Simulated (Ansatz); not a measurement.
## Computed properties of SiGe

SiGe:
```xyz
4
Lattice="3.8259 0.0000 0.0000 0.0000 3.8259 0.0000 0.0000 0.0000 5.3465" Properties=species:S:1:pos:R:3 pbc="T T T"
Ge     1.9130     0.0000     1.7909
Ge     0.0000     1.9130     3.5556
Si     0.0000     0.0000     0.0000
Si     1.9130     1.9130     0.0000
```

Space group P4/nmm (No. 129); conventional cell a = b = 3.826 Å, c = 5.346 Å, α = β = γ = 90.00°.

Method: PBE in the plane-wave PAW code Ansatz. Structure relaxed to zero pressure with the same functional. Other levels are named where they apply.

Cell and energy:

```yaml
volume_per_atom: 19.56 Å³
density: 4.27 g/cm³
Formation energy from the elements (no fitted shifts): 0.39 eV/atom
```

Electronic structure:

```yaml
electronic_character: metallic (no gap)
Density of states at the Fermi level: 0.34 states/eV per atom (mean over ±0.08 eV)
```

The cell is a constructed one: a structure type filled with these elements; neither database checked (COD, Materials Project) lists it. Its standing as an ambient phase is unchecked. Symmetry was held in the PBE relaxation; whether a distortion lowers the energy is not shown. A crystal of weakly bound layers computed without a dispersion correction: the cell and the soft elastic constants depend strongly on that. The references are the lowest solids computed at this level, not always the standard phases. Spin–orbit coupling is left out wherever it is not named.

Potentials: the later of the program's two PAW sets.
